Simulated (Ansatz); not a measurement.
## Profile along the Nb–Nb line in Nb (bcc, W type)

Nb (bcc, W type)

```
CELL_PARAMETERS angstrom
     -1.65147     1.65147     1.65147
      1.65147    -1.65147     1.65147
      1.65147     1.65147    -1.65147
ATOMIC_POSITIONS crystal
  Nb 0.00000 0.00000 0.00000
```

Fields along a shortest Nb–Nb line of a {211} plane (2.86 Å), from Nb to Nb, interpolated on the slice's grid (step about 0.1 Å). Computed with r2SCAN (plane waves to 500 eV, PAW, scalar-relativistic; Ansatz, a first-principles code). k mesh 20×20×20. Inside the PAW spheres the values are not all-electron values, and peaks at nuclei hang on which shells count as valence. Nb is run without spin polarisation. Nb was relaxed with its symmetry unable to fall. The PAW data are Ansatz's earlier set.

| distance from Nb (Å) | valence electron density (e/Å³) | electron localisation function |
|---|---|---|
| 0.00 | 4.34 | x |
| 0.14 | 4.66 | x |
| 0.29 | 5.12 | x |
| 0.43 | 4.89 | x |
| 0.57 | 3.78 | 0.77 |
| 0.71 | 2.37 | 0.72 |
| 0.86 | 1.26 | 0.55 |
| 1.00 | 0.65 | 0.33 |
| 1.14 | 0.40 | 0.22 |
| 1.29 | 0.31 | 0.22 |
| 1.43 | 0.28 | 0.24 |
| 1.57 | 0.31 | 0.22 |
| 1.72 | 0.40 | 0.22 |
| 1.86 | 0.65 | 0.33 |
| 2.00 | 1.26 | 0.55 |
| 2.15 | 2.37 | 0.72 |
| 2.29 | 3.78 | 0.77 |
| 2.43 | 4.89 | x |
| 2.57 | 5.12 | x |
| 2.72 | 4.66 | x |
| 2.86 | 4.34 | x |

x: too close to a nucleus for the ELF to mean much.

Density on the Nb–Nb line (2.86 Å) at its midpoint: 0.28 e/Å³. ELF at that point: 0.24.
